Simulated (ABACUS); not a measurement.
Worked example: self-consistent single point of FeSi (P2_13, 8 atoms in the cell; from Materials Project mp-871, lattice scaled a little) in ABACUS.

Level of theory: ABACUS with PBE, numerical atomic orbitals DZP (confined pseudo-atomic orbitals; energy shift 0.03 Ry), PseudoDojo 0.5 standard norm-conserving PBE (tails mended) pseudopotentials.

```yaml
crystal:
  lattice:
    - [4.38416, 0.00000, 0.00000]
    - [0.00000, 4.38416, 0.00000]
    - [0.00000, 0.00000, 4.38416]
  atoms:
    - { symbol: Fe, position: [0.86309, 0.63691, 0.36309] }
    - { symbol: Fe, position: [0.63691, 0.36309, 0.86309] }
    - { symbol: Fe, position: [0.36309, 0.86309, 0.63691] }
    - { symbol: Fe, position: [0.13691, 0.13691, 0.13691] }
    - { symbol: Si, position: [0.15870, 0.34130, 0.65870] }
    - { symbol: Si, position: [0.34130, 0.65870, 0.15870] }
    - { symbol: Si, position: [0.65870, 0.15870, 0.34130] }
    - { symbol: Si, position: [0.84130, 0.84130, 0.84130] }
```

Reference input (self-consistent single point, DFT, PBE, numerical atomic orbitals DZP (confined pseudo-atomic orbitals; energy shift 0.01 Ry), PseudoDojo 0.5 standard norm-conserving PBE (tails mended) pseudopotentials): basis = DZP numerical atomic orbitals, energy shift 0.01 Ry; KPT = Gamma 5 5 5 0 0 0; basis_type = lcao; ecutwfc = 100 Ry; smearing_method = mv; smearing_sigma = 0.0146997 Ry; potentials = PseudoDojo 0.5 standard norm-conserving PBE (tails mended); symmetry = 1; symmetry_prec = 1e-05; ks_solver = scalapack_gvx; scf_nmax = 100; scf_thr = 1.0e-07. This run's input differs from it in these lines:

```diff
@@ -27,4 +27,4 @@
 NUMERICAL_ORBITAL
-Fe_pbe_6.6au_3s2p2d.orb
-Si_pbe_6.9au_2s2p1d.orb
+Fe_pbe_5.7au_3s2p2d.orb
+Si_pbe_5.8au_2s2p1d.orb
```

Output (repeated stretches shortened):

```
 SELF-CONSISTENT
 -------------------------------------------

                  longest orb rcut (Bohr) = 5.8
   longest nonlocal projector rcut (Bohr) = 1.94
                     search radius (Bohr) = 15.5

                          real space grid = [ 54, 54, 54 ]
                                 init_chg = atomic

 LCAO ALGORITHM --------------- ION=   1  ELEC=   1--------------------------------

 Density error is 0.05575612473
 E_KohnSham     -1035.8626397998     -14093.6342465989
 E_Fermi        1.2767440372         17.3709937935

 LCAO ALGORITHM --------------- ION=   1  ELEC=   2--------------------------------

   [... lines left out ...]

   [... 6 blocks of this kind left out ...]

 LCAO ALGORITHM --------------- ION=   1  ELEC=   9--------------------------------

 Density error is 1.31873127078e-07
 E_KohnSham     -1035.9894267584     -14095.3592716680
 E_Fermi        1.3103586357         17.8283438694

 LCAO ALGORITHM --------------- ION=   1  ELEC=  10--------------------------------

 Density error is 3.07437533714e-08
 E_KohnSham     -1035.9894267585     -14095.3592716694
 E_KS(sigma->0) -1035.9905331848     -14095.3743253715
 E_entropy(-TS) 0.0022128526         0.0301074042
 E_Fermi        1.3103585121         17.8283421877
 charge density convergence is achieved
 final etot is -14095.359272 eV
 EFERMI = 17.828342188 eV

 STATE ENERGY(eV) AND OCCUPATIONS    NSPIN == 1
   [... 47 lines left out ...]

 TOTAL-FORCE (eV/Angstrom)
                       Fe1        -0.0571819869         0.0571819869        -0.0571819869
                       Fe2         0.0571819869        -0.0571819869        -0.0571819869
                       Fe3        -0.0571819869        -0.0571819869         0.0571819869
                       Fe4         0.0571819869         0.0571819869         0.0571819869
                       Si1        -0.0043686700         0.0043686700        -0.0043686700
                       Si2         0.0043686700        -0.0043686700        -0.0043686700
                       Si3        -0.0043686700        -0.0043686700         0.0043686700
   [... lines left out ...]

 TOTAL-STRESS (KBAR)
        59.3814906105         0.0000000000        -0.0000000000
         0.0000000000        59.3814906105        -0.0000000000
        -0.0000000000        -0.0000000000        59.3814906105
 TOTAL-PRESSURE: 59.381491 KBAR

 --------------------------------------------
 !FINAL_ETOT_IS -14095.3592716693910916 eV
 --------------------------------------------
```

The run converged in 10 iterations. Against the reference run the free energy rises by 889 meV/atom and the pressure goes from 8.41 to 5.94 GPa.

The atom-centred basis is finite, which shifts total energies and pressures against plane waves. The run has no spin polarisation, so moments on Fe cannot form. This run is one point of a test of settings, so its values need not be converged; read them against the reference run alone. The structure comes from a collection of computed structures, made at another level of theory; the collection holds predicted forms beside known ones. Its lattice was then scaled. No clean gap shows at this smearing width and mesh (spacing up to 0.29 Å⁻¹); the mesh is coarse for partly filled bands, so the values carry mesh errors.

Cost on one core: very roughly 24 core-seconds.

The atomic orbitals were generated for these runs; they are not ABACUS's published sets and were checked against plane waves on a few crystals only.

“Tails mended”: in these copies of the files the far tail of each local potential was reset to the Coulomb form.
